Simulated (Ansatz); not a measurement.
**Cu (fcc): a workflow**

**The experiment.** The Crystallography Open Database holds a measured cell of cubic Cu (space group Fm-3m) at 293 K (1988, doi:10.1007/BF01174717): a = 3.613 Å, 11.79 Å³/atom.

The computed numbers are results of LDA, scalar-relativistic (no spin polarisation) in the plane-wave PAW code Ansatz at 420 eV, 20×20×20 k-mesh, Gaussian smearing of 0.05 eV; PAW files: Ansatz's generated set soft_2.

Starting cell, 0 % under the database's volume:

```
Cu
1.0
     0.00000    1.80500    1.80500
     1.80500    0.00000    1.80500
     1.80500    1.80500    0.00000
Cu
1
Direct
  0.00000 0.00000 0.00000
```

The first steps of the search for zero pressure:

```
run  level    k-mesh        kind  V (Å³/atom)  P (GPa)  gap on the mesh (eV)
  1    LDA  20×20×20  fixed cell        11.76    -12.0                 metal
```

(1) At which volume does LDA reach zero pressure?

Answer:

(1) 10.89 Å³/atom, about 7.4 % under the start.

The steps that followed:

```
run  level    k-mesh        kind  V (Å³/atom)  P (GPa)  E − E(final) (meV/atom)  gap on the mesh (eV)
  2    LDA  20×20×20  fixed cell        10.82      1.2                      0.3                 metal
  3    LDA  20×20×20  fixed cell        10.89      0.0                      0.0                 metal
```

Cell and atoms are those of this level's equilibrium.

The final structure (symmetry read at 0.01 Å). It takes space group Fm-3m (No. 225, cubic). The conventional cell has a = 3.519 Å, b = 3.519 Å, c = 3.519 Å, α = 90.00°, β = 90.00°, γ = 90.00°. Around Cu (site symmetry m-3m) lie 12 Cu at 2.49 Å. (Neighbours are counted to 15 % beyond the shortest distance.)

```csv
atom,site,symmetry,x,y,z
Cu,4a,m-3m,0.0000,0.0000,0.0000
```

At the final geometry the gap, band path included, is zero (metallic). 

**Why it comes out so.**

With 19 valence electrons in the calculation's cell and no magnetic order, the bands, two electrons each, can't all be full or empty: band theory demands a metal. (Only strong correlation, outside this picture, could make a Mott insulator of it.)

**Comparison.** The computed cell (3.519 Å, 10.89 Å³/atom) differs from the database's by −7.6 % in volume, about −2.6 % in length. LDA overbinds and usually gives cells that are too small.
